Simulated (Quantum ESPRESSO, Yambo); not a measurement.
# G0W0 results for PtSe2 monolayer

```xyz
3
Lattice="3.7100 0.0000 0.0000 -1.8550 3.2129 0.0000 0.0000 0.0000 15.6000" Properties=species:S:1:pos:R:3 pbc="T T T"
Se     1.8550     1.0710    -1.3212
Se     0.0000     2.1419     1.3212
Pt     0.0000     0.0000     0.0000
```

The layer was cut from Materials Project entry mp-1115 and relaxed with PBE+D3(BJ) in a cell 15.6 Å high, with the Coulomb interaction truncated along z.

Starting point: PBE (stringent potentials; pw.x of Quantum ESPRESSO, ONCV potentials, scalar-relativistic). G0W0 in Yambo: 6×6×1 Γ-centred k mesh, bands 23 to 142 and a 6 Ry block in the screening, 142 bands in G with the Bruneval-Gonze terminator, plasmon pole fitted at 27.2 eV, slab-truncated Coulomb interaction, stochastic integration of W near q = 0.

```
Property                                                                                            Value
------------------------------------------------------------------------------------------------  -------
PBE gap along the band path                                                                       1.37 eV
PBE gap between the mesh's edge points (Γ → (0, 0.167))                                           1.64 eV
G0W0 gap between the same points                                                                  2.61 eV
PBE smallest direct gap on the mesh (at (0, 0.167))                                               1.71 eV
G0W0 direct gap at that point                                                                     2.65 eV
estimate of the fundamental G0W0 gap (path gap plus the correction; the mesh misses a band edge)  2.33 eV
```

| k point | band | E PBE (eV) | E QP (eV) | shift (eV) | Z |
|---|---|---|---|---|---|
| Γ | VB | 0.00 | -0.24 | -0.24 | 0.74 |
| Γ | CB | 2.97 | 3.87 | 0.90 | 0.73 |
| (0, 0.167) | VB | -0.07 | -0.28 | -0.21 | 0.74 |
| (0, 0.167) | CB | 1.64 | 2.37 | 0.73 | 0.74 |
| M | VB | -1.46 | -1.89 | -0.43 | 0.73 |
| M | CB | 2.42 | 3.27 | 0.86 | 0.73 |
| K | VB | -0.97 | -1.14 | -0.16 | 0.73 |
| K | CB | 1.79 | 2.57 | 0.78 | 0.74 |

Energies count from the PBE valence-band maximum.

Convergence of the G0W0 settings was not tested.

Spin-orbit coupling is left out, which matters for elements this heavy: edges can move by tenths of an eV.
